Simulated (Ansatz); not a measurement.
**Band structure of SrC₂**

```
Sr C
1.0
    -2.04889    2.04889    3.40667
     2.04889   -2.04889    3.40667
     2.04889    2.04889   -3.40667
Sr C
1 2
Direct
  0.00000 0.00000 0.00000
  0.40793 0.40793 0.00000
  0.59207 0.59207 0.00000
```

Atom numbers follow the list: Sr1, C2, C3.

The conventional cell has a = 4.098 Å, b = 4.098 Å, c = 6.813 Å, α = 90.00°, β = 90.00°, γ = 90.00°. Around Sr (atom 1) lie 10 C at 2.78 to 2.96 Å. C (atom 2) is surrounded by 1 C at 1.25 Å.

The cell is the one relaxed in the Materials Project (mp-2630), not relaxed further here; entries there can be hypothetical.

Level of theory: Ansatz 0.2.0, DFT, LDA, all-electron LAPW, scalar-relativistic.

Settings: a Γ-centred 10×10×10 k mesh, Fermi–Dirac smearing of 0.03 eV, basis error target 1 meV/atom, no spin polarisation.

Points in fractions of the reciprocal vectors of this cell: Γ (0, 0, 0), X (0, 0, 0.5), P (0.25, 0.25, 0.25), N (0, 0.5, 0), M (0.5, 0.5, -0.5), S (0.34, 0.66, -0.34), S0 (-0.34, 0.34, 0.34). The path joins them by straight lines in the order Γ–X–P–N–Γ–M–S–S0–Γ; legs that retrace an earlier one aren't tabulated. Energies are in eV from the top of the valence band.

Q: Is there a gap, and where are the band edges?

A: 1.51 eV, indirect from the line Γ–M (0.5, 0.5, -0.5) to X (0, 0, 0.5).

Q: List the levels between -8 and 4 eV at the symmetry points.

A: 
Γ: -2.21, -2.20, -0.89 (×2), 3.43 (×2)
X: -2.65, -1.92, -1.21, -0.81, 1.51
P: -3.12, -1.67 (×2), -0.13, 3.29 (×2)
N: -3.68, -2.17, -1.69, -0.35
M: -3.56, -1.25 (×2), -0.02, 3.20
S: -3.34, -2.24, -1.59, -0.33
S0: -3.34, -2.24, -1.59, -0.33
